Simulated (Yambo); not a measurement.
Material: NaI (rock salt, space group Fm-3m, No. 225); a = b = c = 4.526 Å, α = β = γ = 60.00° (2 atoms in the cell). Cell and atoms were relaxed with PBEsol from Materials Project entry mp-23268, within its symmetry.

With PBEsol (Quantum ESPRESSO, PseudoDojo norm-conserving, 88 Ry, with spin-orbit coupling), the gap between the mesh's edge points (Γ → Γ) is 3.248 eV.

Question: Estimate the G0W0 gap between the same points from Yambo (4×4×4 Γ-centred k mesh, bands 3 to 180 and a 7 Ry block in the screening, 180 bands in G with the Bruneval-Gonze terminator, plasmon pole fitted at 27.2 eV).

Answer: The correction is 2.006 eV, giving 5.254 eV, 1.6 times the PBEsol value.  Nearest settings tried, and what they do to the gap: 64 bands in G: -11 meV; 3 Ry block (59 vectors against 169): -195 meV; 2×2×2 mesh: -125 meV. Not varied: bands in W. So the settings aren't converged at that level.
